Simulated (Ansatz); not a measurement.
## KHF$_{2}$: levels and charges under dearer methods

A database entry relaxed whole under r2SCAN at zero pressure (I4/mcm, No. 140):

```yaml
crystal:
  lattice:
    - [-2.80684, 2.80684, 3.36525]
    - [2.80684, -2.80684, 3.36525]
    - [2.80684, 2.80684, -3.36525]
  atoms:
    - { symbol: K, position: [0.25000, 0.25000, 0.00000] }
    - { symbol: K, position: [0.75000, 0.75000, 0.00000] }
    - { symbol: H, position: [0.50000, 0.00000, 0.50000] }
    - { symbol: H, position: [0.00000, 0.50000, 0.50000] }
    - { symbol: F, position: [0.64343, 0.14343, 0.78686] }
    - { symbol: F, position: [0.14343, 0.35657, 0.50000] }
    - { symbol: F, position: [0.35657, 0.85657, 0.21314] }
    - { symbol: F, position: [0.85657, 0.64343, 0.50000] }
```

Its volume is 13.26 Å³ an atom, -3.1 % against the entry's 13.68, which is old or was flagged in a check.

Single points on this cell with plane-wave PAW DFT (Ansatz 0.2.0; r2SCAN 500 eV, hybrids 420 eV; fermi-dirac occupations of width 0.020 eV; no moments): r2SCAN on a 8×8×8 Γ-centred mesh; HSE06 on a 4×4×4 Γ-centred mesh; PBE0 on a 4×4×4 Γ-centred mesh.

Task: How do gap, pressure and charges move from level to level?

Result: The runs give:

```csv
level,"gap (eV), or kind",pressure (GPa),Bader charge of K (e),Bader charge of H (e),Bader charge of F (e)
r2SCAN,8.00,0.0,+0.90,+0.73,-0.81
HSE06,9.40,0.9,+0.91,+0.74,-0.82
PBE0,10.18,0.9,+0.91,+0.74,-0.82
```

Under r2SCAN the gap is 8.00 eV, over mesh and band path. HSE06 moves it by +1.40 eV and PBE0 by +2.18 eV; PBE0 keeps its exact exchange at long range, which widens the gap over HSE06's by 0.78 eV on their common mesh.

Caveats: the relaxation kept the start's symmetry; HSE06 is read on its mesh and at the zone's corners, PBE0 on its mesh alone; hybrid pressures are good to a few tenths of a GPa; pressure is positive in compression.
